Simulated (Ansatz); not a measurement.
Is this CdAg2 structure stable?

It was reached by relaxing an invented guess, and it needn't be the stable form of this composition.

All numbers below come from DFT PBE, scalar-relativistic, plane waves, PAW in Ansatz 0.2.0. Cutoff 420 eV, Γ-centred 8×8×8 mesh (6-atom cell), Gaussian smearing of 0.10 eV, no spin polarisation.

```xyz
6
Lattice="0.0000 3.9307 3.9307 3.9307 0.0000 3.9307 3.9307 3.9307 0.0000" Properties=species:S:1:pos:R:3 pbc="T T T"
Cd    0.0000    0.0000    0.0000
Cd    1.9654    1.9654    1.9654
Ag    4.9134    4.9134    4.9134
Ag    4.9134    2.9480    2.9480
Ag    2.9480    2.9480    4.9134
Ag    2.9480    4.9134    2.9480
```

Energies over the elements count from the elements' standard structures at the same level, with no fitted energy shifts.

**Question.** These tests were run: energy against the elements; phonons on a 2×2×2 q mesh. What do they show?

**Answer.**

```csv
test,result
energy against the elements,+0.03 eV/atom
phonons on a 2×2×2 q mesh,imaginary modes down to 37i cm⁻¹
```

It fails one test: phonons on a 2×2×2 q mesh. So it isn't even a local minimum. Undecided within the accuracy: energy against the elements.

For metals, differences of a few meV/atom aren't resolved. The run for the phonons used an 8×8×8 k mesh and Fermi–Dirac smearing of 0.15 eV.
